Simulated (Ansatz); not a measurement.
The calculation used Ansatz, DFT, r2SCAN, plane waves (500 eV) with PAW, scalar-relativistic. (PAW data from PBE, frozen cores regenerated.)

An element in the omega (AlB2-type) structure gives this curve. The cell is scaled uniformly from the relaxed one, with fractional coordinates and shape fixed. Energies are extrapolated to zero smearing, pressures are those at the given smearing. Magnetic state: spin not included.

```json
{"V (Å³/atom)": "109.216", "E − E₀ (meV/atom)": "11.7", "P (GPa)": "0.28"}
{"V (Å³/atom)": "114.181", "E − E₀ (meV/atom)": "4.8", "P (GPa)": "0.17"}
{"V (Å³/atom)": "119.145", "E − E₀ (meV/atom)": "1.1", "P (GPa)": "0.07"}
{"V (Å³/atom)": "124.109", "E − E₀ (meV/atom)": "0.0", "P (GPa)": "0.00"}
{"V (Å³/atom)": "129.074", "E − E₀ (meV/atom)": "1.2", "P (GPa)": "-0.07"}
{"V (Å³/atom)": "134.038", "E − E₀ (meV/atom)": "4.3", "P (GPa)": "-0.12"}
{"V (Å³/atom)": "139.003", "E − E₀ (meV/atom)": "8.9", "P (GPa)": "-0.17"}
```

(1) Which element is it?
A. calcium
B. rubidium
C. barium
D. caesium

## Answers

(1) D. Its fit is V₀ = 123.80 Å³/atom, B₀ = 1.8 GPa, B₀′ = 3.4.
